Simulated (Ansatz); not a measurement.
**Cs6AlSb3: field gradients at two levels of theory**

Cell: a COD entry whose atoms were relaxed with PBE, the cell held.

```cif
data_Cs6AlSb3
_symmetry_space_group_name_H-M 'P2_1/m'
_symmetry_Int_Tables_number 11
_cell_length_a 10.8446
_cell_length_b 6.5069
_cell_length_c 12.7074
_cell_angle_alpha 90.000
_cell_angle_beta 100.950
_cell_angle_gamma 90.000
loop_
_atom_site_label
_atom_site_type_symbol
_atom_site_symmetry_multiplicity
_atom_site_Wyckoff_symbol
_atom_site_fract_x
_atom_site_fract_y
_atom_site_fract_z
Cs1 Cs 2 e 0.6195 0.2500 0.1748
Cs3 Cs 2 e 0.2549 0.2500 0.2831
Cs5 Cs 2 e 0.9575 0.2500 0.4223
Cs7 Cs 2 e 0.5978 0.2500 0.8653
Cs9 Cs 2 e 0.6311 0.2500 0.5186
Cs11 Cs 2 e 0.9470 0.2500 0.0521
Al Al 2 e 0.8248 0.7500 0.2209
Sb15 Sb 2 e 0.6885 0.7500 0.3764
Sb17 Sb 2 e 0.0720 0.7500 0.2683
Sb19 Sb 2 e 0.7124 0.7500 0.0173
```

One atom of each set is listed.

First run. All values are calculated (Ansatz; DFT, PBE, plane waves and PAW, scalar-relativistic, 420 eV cutoff, Γ-centred 3×5×3 k-points, Fermi–Dirac smearing 0.02 eV), not measured.

| site | V_zz (10²¹ V/m²) | η |
| --- | --- | --- |
| Cs1 | 10.05 | 0.78 |
| Cs3 | 9.45 | 0.36 |
| Cs5 | 2.98 | 0.37 |
| Cs7 | -6.10 | 0.19 |
| Cs9 | 3.38 | 0.30 |
| Cs11 | -1.48 | 0.47 |
| Al | 4.28 | 0.12 |
| Sb15 | 11.36 | 0.87 |
| Sb17 | -13.74 | 0.61 |
| Sb19 | -14.49 | 0.89 |

Second run. The same atoms and settings, except that the functional is r2SCAN and the cutoff is 500 eV.

**Question.** Given the first result, estimate the second.

**Answer.** 

```tsv
site	V_zz	η	change of V_zz
Cs1	10.71	0.79	+0.66
Cs3	10.04	0.36	+0.59
Cs5	3.25	0.45	+0.27
Cs7	-6.40	0.17	-0.30
Cs9	3.72	0.33	+0.34
Cs11	-1.83	0.44	-0.35
Al	4.36	0.12	+0.08
Sb15	11.98	0.83	+0.62
Sb17	-14.30	0.64	-0.56
Sb19	-15.03	0.91	-0.54
```

The largest change of V_zz is on Cs1, from 10.05 to 10.71. In per cent, |V_zz| changes by +5 to +24 on Cs, +2 on Al, +4 to +5 on Sb (all sites that start above 0.5).

Without spin–orbit coupling (the program notes it for Cs and Sb) the gradients can shift somewhat, as the gap is small.
For the first run: With these PAW files V_zz is typically within 2 to 3 % of all-electron values, but misses above 10 % occur on Sb.
For the second run: With these PAW files V_zz is typically within 2 to 3 % of all-electron values, but misses above 10 % occur on Al, Sb.
